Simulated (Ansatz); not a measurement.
Coordination and ⁸⁷Rb quadrupole coupling in Rb₃Sc₂Br₉

Cell: a computed structure from the Materials Project (it need not be an observed phase), atoms as given.

Space group P6_3/mmc (No. 194); a = 7.5865, c = 19.2879 Å, γ = 120.00°.

```csv
site,Wyckoff,site symmetry,x,y,z
Rb1,4f,3m.,0.6667,0.3333,0.5685
Rb5,2b,-6m2,0.0000,0.0000,0.7500
Sc,4f,3m.,0.6667,0.3333,0.1559
Br11,12k,.m.,0.3340,0.1670,0.0873
Br23,6h,mm2,0.0147,0.5073,0.7500
```

One atom of each set is listed.

Level of theory: DFT, PBE, plane waves and PAW, scalar-relativistic, 420 eV cutoff, Γ-centred 4×4×2 k-points, Fermi–Dirac smearing 0.02 eV (Ansatz 0.2.0).

Q(⁸⁷Rb) = 133.5 mb.

**Question.** Order the Rb environments from the weakest to the strongest quadrupole coupling.
A. Rb1: 12 Br at 3.72–4.18 Å
B. Rb5: 12 Br at 3.79–3.83 Å

**Answer.** B (1.69 MHz, η = 0.00), A (3.55 MHz, η = 0.00).

An axis of threefold or higher order runs through Rb5 and Rb1, so V_zz lies along it and η is zero.

Without spin–orbit coupling (the program notes it for Rb) the gradients are little affected as a rule: paired runs on crystals with a gap mostly move them by under 2 % at such atoms.
